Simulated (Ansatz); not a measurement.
ZnSnN₂:
```yaml
crystal:
  lattice:
    - [1.57901, 0.91164, 5.13092]
    - [-1.57901, 0.91164, 5.13092]
    - [0.00000, -1.82328, 5.13092]
  atoms:
    - { symbol: Sn, position: [0.00000, 0.00000, 0.00000] }
    - { symbol: Zn, position: [0.50000, 0.50000, 0.50000] }
    - { symbol: N, position: [0.25336, 0.25336, 0.25336] }
    - { symbol: N, position: [0.74664, 0.74664, 0.74664] }
```

r²SCAN+D4 (plane waves, PAW; program Ansatz) gives a gap of 1.27 eV without spin–orbit coupling, maximum off the standard path, at k = (-0.008, 0.195, -0.203) in fractions of the reciprocal vectors, minimum at Γ.

What happens when spin–orbit coupling is switched on?

The gap hardly moves, to 1.27 eV; maximum off the standard path, at k = (-0.018, 0.190, -0.208) in fractions of the reciprocal vectors, minimum at Γ.

Give the electron effective mass with spin–orbit coupling.

0.14 mₑ (isotropic).

Give the hole effective mass with spin–orbit coupling.

0.28, 0.83, 19 mₑ (principal values).

Space group R-3m. The cell is a constructed one: a structure type filled with these elements; neither database checked (COD, Materials Project) lists it. Whether it is the stable phase at ambient conditions was not checked. The r²SCAN+D4 relaxation kept the symmetry of its start; its stability against distortions is not shown here.

Potentials: the later of the program's two PAW sets.
